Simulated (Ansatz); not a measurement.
GaRu$_{3}$C (anti-perovskite, space group No. 221) at seven volumes, DFT-PBE in the program Ansatz with PAW potentials, scaled uniformly. One row is withheld.

```csv
V (Å³/atom),P (GPa)
11.822,29.32
12.212,?
12.602,8.15
12.991,-0.01
13.381,-6.89
13.771,-12.67
14.161,-17.53
```

Q: Fit the shown pressures and predict the withheld one.

A: Third-order Birch–Murnaghan: P = (3/2)B₀(x^(7/2) − x^(5/2))[1 + (3/4)(B′ − 4)(x − 1)] with x = (V₀/V)^(2/3). Least squares on the six rows gives V₀ = 12.991 Å³/atom, B₀ = 249.0 GPa, B′ = 4.71. At V = 12.212, x = 1.0421 and P = 17.82 GPa. The run itself gave 17.84 GPa.

Space group Pm-3m (anti-perovskite). The start of the workflow was typed in or built on a structure type; neither database checked (COD, Materials Project) lists it. Its standing as an ambient phase is unchecked. The PBE relaxation kept the symmetry of its start; whether a distortion lowers the energy is not shown. No spin polarisation was allowed.

Potentials: the later of the program's two PAW sets.
